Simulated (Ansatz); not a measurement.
Data:

P:
```xyz
4
Lattice="-2.9953 2.9953 2.9953 2.9953 -2.9953 2.9953 2.9953 2.9953 -2.9953" Properties=species:S:1:pos:R:3 pbc="T T T"
P      2.2465     0.7488    -0.7488
P      0.7488    -0.7488     2.2465
P     -0.7488     2.2465     0.7488
P      0.7488     0.7488     0.7488
```

This is the r²SCAN-relaxed structure.

Question: All from DFT-r²SCAN in the program Ansatz with PAW potentials, unless another level is named. Estimate the bulk modulus (Birch–Murnaghan fit).

Answer: 52.2 GPa.

Question: Next, the elastic constants (relaxed ions, GPa)?

Answer: C11 = 53.3, C12 = 50.5, C44 = 17.2.

Space group I4_132. The start of the workflow was typed in or built on a structure type; neither database checked (COD, Materials Project) lists it. It is not the phase usual at ambient conditions (space group No. 64). The r²SCAN relaxation kept the symmetry of its start; its stability against distortions is not shown here. The volume moved by 28 % from the start of the relaxation. As this level gives no gap, shear constants depend on the k-mesh and smearing (Fermi–Dirac, 0.1 eV here). On the denser mesh and wider smearing of the elastic run this cell carries a stress of 0.3 GPa.

Potentials: the later of the program's two PAW sets.
